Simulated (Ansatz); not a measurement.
BiB:
```cif
data_BBi
_chemical_formula_sum 'Bi1 B1'
_space_group_name_H-M_alt 'P 1'
_space_group_IT_number 1
_cell_length_a 3.90428
_cell_length_b 3.90428
_cell_length_c 3.90428
_cell_angle_alpha 60.000
_cell_angle_beta 60.000
_cell_angle_gamma 60.000
loop_
_space_group_symop_operation_xyz
  'x, y, z'
loop_
_atom_site_label
_atom_site_type_symbol
_atom_site_fract_x
_atom_site_fract_y
_atom_site_fract_z
_atom_site_occupancy
Bi1 Bi 0.75000 0.75000 0.75000 1
B1 B 0.00000 0.00000 0.00000 1
```

Relaxed with PBE. PBE in the plane-wave PAW code Ansatz gives a gap of 0.16 eV.

**Question.** What gap does HSE06 give on the same cell (Ansatz, PAW)?

**Answer.** 0.76 eV, 0.60 eV more. The hybrid was solved on a coarser mesh and at special points; its gap is the smallest among all of these.

| k | v1 PBE | c1 PBE | v1 HSE06 | c1 HSE06 |
|---|---|---|---|---|
| Γ | 0.00 | 0.16 | 0.00 | 0.76 |
| X | -3.39 | 0.89 | [?] | [?] |
| L | -1.57 | 0.35 | [?] | [?] |
| W | -4.06 | 3.27 | [?] | [?] |
| K | -2.89 | 1.31 | [?] | [?] |

**Question.** Top valence (v1) and lowest conduction level (c1) in eV from each method's valence maximum (which need not be a listed point): supply the withheld HSE06 values.

**Answer.** 
- X, v1 HSE06: -3.75
- X, c1 HSE06: 1.32
- K, v1 HSE06: -3.20
- K, c1 HSE06: 1.83
- L, v1 HSE06: -1.73
- L, c1 HSE06: 0.87
- W, v1 HSE06: -4.46
- W, c1 HSE06: 4.15

Cost on shared cores: the PBE run (SCF on a 9×9×9 mesh, then bands and DOS) roughly 12 core-seconds, the HSE06 run (SCF on 6×6×6, then a few points) very roughly 100 core-seconds; the tasks are unlike.

Space group F-43m (zinc blende). A made-up cell: these elements were put on the sites of a structure type; neither database checked (COD, Materials Project) lists it. Whether it is the stable phase at ambient conditions was not checked. The PBE relaxation kept the symmetry of its start; of distortions, only those at the zone centre were tested. Spin–orbit coupling is left out wherever it is not named.

Potentials: the later of the program's two PAW sets.
